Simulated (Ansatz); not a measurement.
**WC (P-6m2), elastic constants by finite strains: input and output**

Level of theory: PBEsol, PAW on Ansatz 0.2.0's default frozen-core files (fitted under PBE), scalar-relativistic.

The cell comes from a PAW relaxation under the same functional.

Command:

```sh
ansatz run input.yaml --threads 1 --pin off --max-ram 2048MiB --backend cpu --events-out ev --progress --plain --runs-dir out
```

Input file:

```yaml
crystal:
  lattice:
    - [2.89900658551, 0.0, 0.0]
    - [-1.44950329275, 2.51061334879, 0.0]
    - [0.0, 0.0, 2.82703987141]
  atoms:
    - { symbol: W, position: [0.0, 0.0, 0.0] }
    - { symbol: C, position: [0.666666666667, 0.333333333333, 0.5] }
kpoints:
  mp_grid: { grid: [18, 18, 16] }
scf:
  occupations: { method: fermi_dirac, width: 0.1 }
hamiltonian:
  xc: pbesol
  pseudopotentials: { kind: paw }
elastic:
  mode: relaxed_ion
  stencil: four_point
  amplitude: 0.005
```

Output (shortened where marked):

```
Warning: RAYON_NUM_THREADS=1 ignored (pool sized by the plan → 1); use --threads N
Engine: ansatz 0.2.0, aarch64-unknown-linux-gnu
Pseudopotentials: kind: paw
Pseudopotential: W, paw, valence charge 14, recommended cutoff 420 eV (normal), W.paw.azcp
Pseudopotential: C, paw, valence charge 4, recommended cutoff 420 eV (normal), C.paw.azcp
Functional definition: PBEsol
  exchange = pbesol_x
  correlation = pbesol_c
Crystal: 2 atoms, lattice volume = 20.576 Å³
Basis set: ecut = 420 eV, 405 PW (Γ), exchange–correlation on 40×40×40 points (8 copies of the dense FFT grid, shifted against one another)
Bands: 13, of which v1, the nominal top of the filled ones, is band 9 counted from 1 (8 counted from 0)
Symmetry: 12 space group operations
Space group: P-6m2 (ITA 187), of the structure as read, at distance tolerance 2.7e-5 Å
k-points: 333 of 5184 (time reversal used)
Non-local potential: W, projectors of the file, l = 0: 3, l = 1: 2, l = 2: 2, l = 3: 1
Non-local potential: C, projectors of the file, l = 0: 2, l = 1: 2, l = 2: 1
PAW form: soft (Blöchl's): semilocal exchange-correlation on the pseudo side does not see the compensation charge
PAW frozen core: W, regenerated for the run's functional, and the local potential with it (the file was generated under x = pbe(κ = 0.804, μ = 0.2195149727645171), c = pbe(β = 0.06672455060314922))
PAW frozen core: C, regenerated for the run's functional, and the local potential with it (the file was generated under x = pbe(κ = 0.804, μ = 0.2195149727645171), c = pbe(β = 0.06672455060314922))
PAW one-centre angular grid: W, 590 points (default); XC on 64 Gauss nodes
PAW one-centre angular grid: C, 110 points (default); XC on 64 Gauss nodes
Initial density: superposition of atomic densities (neutral atoms: chi_scale 0, normalization atom), corrected by the library's trained network
Initial wavefunctions: pseudopotential atomic-orbital guess
Functional: x = pbesol(κ = 0.804, μ = 0.12345679012345678), c = pbesol(β = 0.046)
[... 176 lines left out ...]
  moduli (Voigt/Reuss/Hill, GPa): K = 409.78/405.92/407.85   G = 299.33/291.01/295.17   E = 713.41   ν = 0.208
  mechanically stable: yes (min eigenvalue of sym C = 244.03 GPa)
  harmonic check of the ions' relaxations: strain 23: 1 pair too noisy to judge
  the stresses are not corrected for the forces that the relaxations left standing (`elastic.f_tol`)
  strain η (Voigt 11):  stress-route row diagonal C_11 = 732.77 GPa, energy-path curvature d²(F+E_count+ΔE)/dδ²/Ω₀ = 732.78 GPa
    cells at ±δ against ±2δ: C11 732.93 and 733.39 GPa, apart by 0.06 % of the column's largest entry
         δ    σ_11 (GPa)             F (eV)   n_scf  n_hpsi   n_pw
    -1.000e-2      -7.5777      -10503.7298306       9  183975    413   relax 3 steps, max|allowed force component| 3.54e-5 eV/Å
    -5.000e-3      -3.7132      -10503.7334488      10  194817    419   relax 3 steps, max|allowed force component| 4.67e-7 eV/Å
     5.000e-3       3.6161      -10503.7334616      10  194789    423   relax 3 steps, max|allowed force component| 6.58e-7 eV/Å
     1.000e-2       7.0901      -10503.7300119      10  194717    423   relax 3 steps, max|allowed force component| 8.70e-7 eV/Å
  strain η (Voigt 33):  stress-route row diagonal C_33 = 986.51 GPa, energy-path curvature d²(F+E_count+ΔE)/dδ²/Ω₀ = 986.54 GPa
    cells at ±δ against ±2δ: C33 986.63 and 986.96 GPa, apart by 0.03 % of the column's largest entry
         δ    σ_33 (GPa)             F (eV)   n_scf  n_hpsi   n_pw
    -1.000e-2     -10.1583      -10503.7281809       8   82075    423   relax 0 steps, max|allowed force component| 8.33e-17 eV/Å
    -5.000e-3      -4.9926      -10503.7330327       4   64444    423   relax 0 steps, max|allowed force component| 6.48e-17 eV/Å
     5.000e-3       4.8737      -10503.7330485       3   63808    423   relax 0 steps, max|allowed force component| 7.40e-17 eV/Å
     1.000e-2       9.5809      -10503.7284017       6   68823    423   relax 0 steps, max|allowed force component| 3.01e-16 eV/Å
  strain η (Voigt 23):  stress-route row diagonal C_44 = 320.63 GPa, energy-path curvature d²(F+E_count+ΔE)/dδ²/Ω₀ = 320.64 GPa
    cells at ±δ against ±2δ: C44 320.60 and 320.49 GPa, apart by 0.03 % of the column's largest entry
         δ    σ_23 (GPa)             F (eV)   n_scf  n_hpsi   n_pw
    -1.000e-2      -3.2049      -10503.7325711      10  327962    421   relax 3 steps, max|allowed force component| 1.84e-5 eV/Å
    -5.000e-3      -1.6030      -10503.7341148      10  328111    423   relax 2 steps, max|allowed force component| 2.71e-5 eV/Å
     5.000e-3       1.6030      -10503.7341148      10  328044    423   relax 3 steps, max|allowed force component| 2.03e-6 eV/Å
     1.000e-2       3.2049      -10503.7325711      10  328004    421   relax 3 steps, max|allowed force component| 1.84e-5 eV/Å
```

The run converged.

**Elastic constants**

Elastic constants of a crystal by Kohn-Sham DFT: slopes of the stress over finite engineering strains of the given cell, Voigt indices, Cartesian axes as in the input.

```json
{
 "Pressure at rest": "-0.017 GPa",
 "Least elastic eigenvalue": "244 GPa",
 "Elastically stable": "yes"
}
```

```tsv
index	elastic (GPa)
11	732.8
12	244.7
13	186.6
33	986.5
44	320.6
```

Strained cells:

Stress of each strained cell less that at rest, tension positive.

```csv
strain component,strain,stress xx (GPa),stress yy (GPa),stress zz (GPa),stress yz (GPa),stress xz (GPa),stress xy (GPa),relaxation steps
xx,-0.01,-7.594,-2.502,-1.908,0,0,0,3
xx,-0.005,-3.729,-1.237,-0.9435,0,0,0,3
xx,0.005,3.6,1.21,0.9227,0,0,0,3
xx,0.01,7.074,2.392,1.824,0,0,0,3
zz,-0.01,-1.942,-1.942,-10.18,0,0,0,0
zz,-0.005,-0.9518,-0.9518,-5.01,0,0,0,0
zz,0.005,0.9151,0.9151,4.857,0,0,0,0
zz,0.01,1.795,1.795,9.564,0,0,0,0
yz,-0.01,-0.0327,-0.0509,-0.0475,-3.205,0,0,3
yz,-0.005,-0.0081,-0.0127,-0.0119,-1.603,0,0,2
yz,0.005,-0.0081,-0.0127,-0.0119,1.603,0,0,3
yz,0.01,-0.0327,-0.0509,-0.0475,3.205,0,0,3
```

### Elastic moduli

Hill averages of a grain aggregate, Debye temperature from the mean sound speed over directions.

```
Bulk modulus                     : 407.8 GPa
Shear modulus                    : 295.2 GPa
Young modulus                    : 713.4 GPa
Poisson ratio                    : 0.2085
Bulk over shear modulus          : 1.382
Elastic anisotropy index         : 0.1525
Least young modulus              : 634.6 GPa
Largest young modulus            : 915.3 GPa
Longitudinal sound speed         : 7121 m/s
Transverse sound speed           : 4321 m/s
Elastic debye temperature        : 651.3 K
Linear compressibility (x, y, z) : 0.8941, 0.8941, 0.6754 1/TPa
```

Known limits: frozen-core PAW files fitted under PBE, their cores solved anew for the functional of the run; responses of metals move with mesh and smearing; no spin-orbit coupling on heavy atoms; elastic stability says nothing of phonons or of other phases.

Cost: 16 min on 1 thread of Arm Neoverse V1 (shared host), peak memory 0.75 GiB.
